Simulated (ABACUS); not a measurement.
Consider a self-consistent single point of MoS2 (R3m, 3 atoms in the cell; from Materials Project mp-1434, changed as shown).

```yaml
crystal:
  lattice:
    - [1.58146, 0.91306, 6.43859]
    - [-1.58146, 0.91306, 6.43859]
    - [0.00000, -1.82612, 6.43859]
  atoms:
    - { symbol: Mo, position: [0.99978, 0.99978, 0.99978] }
    - { symbol: S, position: [0.41294, 0.41294, 0.41294] }
    - { symbol: S, position: [0.25330, 0.25330, 0.25330] }
```

Level of theory: PBE, PseudoDojo 0.5 standard norm-conserving PBE (tails mended) pseudopotentials (plane waves; ABACUS).

ABACUS settings:

| setting | value |
|---|---|
| KPT | Gamma 6 6 6 0 0 0 |
| basis_type | pw |
| ecutwfc | 80 Ry |
| smearing_method | gaussian |
| smearing_sigma | 0.00367493 Ry |
| potentials | PseudoDojo 0.5 standard norm-conserving PBE (tails mended) |
| symmetry | 1 |
| ks_solver | dav |
| scf_nmax | 100 |
| scf_thr | 1.0e-09 Ry |
| mixing_type | pulay |
| mixing_beta | 0.4 |

Task: Estimate, at this level of theory: gap on the k-point mesh, pressure and largest force (vector length).

Result: The run gave:

* **Gap on the k-point mesh**: 1.09 eV
* **Pressure**: 4.40 GPa
* **Largest force (vector length)**: 0.514 eV/Å

Gaps are taken between levels on the mesh.

For comparison: a first run was changed to give this one (volume scaled by 0.98), and from it to this one the free energy rises by 6.9 meV/atom, the pressure goes from 1.42 to 4.40 GPa, the largest force goes from 0.173 to 0.514 eV/Å and the gap on the mesh goes from 1.079 to 1.093 eV.

The structure comes from a collection of computed structures, made at another level of theory; the collection holds predicted forms beside known ones.

Cost on one core: about 6 core-minutes (a rough figure).

“Tails mended”: in these copies of the files the far tail of each local potential was reset to the Coulomb form.
